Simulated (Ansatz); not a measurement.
Input:

BeS:
```
CELL_PARAMETERS angstrom
      3.43387     0.00000     0.00000
     -1.71694     2.97382     0.00000
      0.00000     0.00000     5.66094
ATOMIC_POSITIONS crystal
  Be 0.33333 0.66667 0.99947
  S  0.66667 0.33333 0.12553
  Be 0.66667 0.33333 0.49947
  S  0.33333 0.66667 0.62553
```

This is the r²SCAN-relaxed structure. x, y and z are the axes in which the lattice vectors are written.

### Question
All from r²SCAN (plane waves, PAW; program Ansatz), unless another level is named. Give the bulk modulus (Birch–Murnaghan fit).

### Answer
97.1 GPa.

### Question
Give the piezoelectric stress constants (proper, relaxed ions, C/m²).

### Answer
e15 = e24 = e31 = e32 = -0.09, e33 = 0.31.

Space group P6_3mc (wurtzite). The start of the workflow was typed in or built on a structure type; neither database checked (COD, Materials Project) lists it. COD files the formula under space group No. 216, so this cell is another polymorph or a model. Whether it is the stable phase at ambient conditions was not checked. The cell was relaxed with r²SCAN under the symmetry of its start; whether a distortion lowers the energy is not shown.

Potentials: the earlier of the program's two PAW sets.
